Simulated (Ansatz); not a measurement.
WS₂:
```cif
data_S4W2
_chemical_formula_sum 'W2 S4'
_space_group_name_H-M_alt 'P 1'
_space_group_IT_number 1
_cell_length_a 3.17204
_cell_length_b 3.17204
_cell_length_c 12.55222
_cell_angle_alpha 90.000
_cell_angle_beta 90.000
_cell_angle_gamma 120.000
loop_
_space_group_symop_operation_xyz
  'x, y, z'
loop_
_atom_site_label
_atom_site_type_symbol
_atom_site_fract_x
_atom_site_fract_y
_atom_site_fract_z
_atom_site_occupancy
W1 W 0.33333 0.66667 0.25000 1
W2 W 0.66667 0.33333 0.75000 1
S1 S 0.33333 0.66667 0.62566 1
S2 S 0.66667 0.33333 0.37434 1
S3 S 0.66667 0.33333 0.12566 1
S4 S 0.33333 0.66667 0.87434 1
```

Relaxed with r²SCAN+D4.

Decompose the optical modes at the zone centre into irreducible representations, and say which are infrared and Raman allowed.

Point group 6/mmm: Γ_opt = A1g + A2u + 2B1g + B2u + E1g + E1u + 2E2g + E2u. Infrared: A2u, E1u. Raman: A1g, E1g, E2g.

Assign frequencies (DFPT, r²SCAN+D4 in the plane-wave PAW code Ansatz; without the LO–TO term).

E2g 23, B1g 41, E2u 296, E1g 298, E1u 356, E2g 356, B2u 421, A1g 427, A2u 438, B1g 443 cm⁻¹.

Subscripts of B labels follow the axes of the standard setting.

Space group P6_3/mmc. The r²SCAN+D4 relaxation kept the symmetry of its start; phonons on a q-mesh show no instability. No spin polarisation was allowed. Scalar-relativistic: spin–orbit coupling is off unless named, which matters more the heavier the elements.

Potentials: the earlier of the program's two PAW sets.
